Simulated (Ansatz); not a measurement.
AlAs (zinc blende)

```xyz
2
Lattice="0.0000 2.8641 2.8641 2.8641 0.0000 2.8641 2.8641 2.8641 0.0000" Properties=species:S:1:pos:R:3 pbc="T T T"
As     4.2961     4.2961     4.2961
Al     0.0000     0.0000     0.0000
```

Equation-of-state scan: isotropic scaling of the cell above, V₀ being its volume. Symmetry pins the atoms to their sites.

Computed with PBE (plane waves to 420 eV, PAW, scalar-relativistic; Ansatz, a quantum-chemistry and plane-wave program). k mesh 10×10×10 (Γ-centred), Fermi-Dirac smearing 0.05 eV. The energy includes the smearing's −TS. AlAs was relaxed with its symmetry unable to fall. The PAW data are Ansatz's earlier set. ΔE is measured from the relaxed starting cell.

```csv
V (Å³/cell),ΔE (meV/atom)
39.47,170.9
40.72,112.5
41.97,68.3
43.23,36.5
44.48,?
45.73,?
46.99,0.0
48.24,3.3
49.49,12.7
50.75,27.4
52.00,?
53.25,?
54.50,96.4
```

**Question.** Complete the blanks.

**Answer.** 
- 44.48, ΔE (meV/atom): 15.4
- 45.73, ΔE (meV/atom): 3.7
- 52.00, ΔE (meV/atom): 46.7
- 53.25, ΔE (meV/atom): 69.8

(Under strain, the slope of the energy per volume gives the stress and its curvature an elastic modulus.)
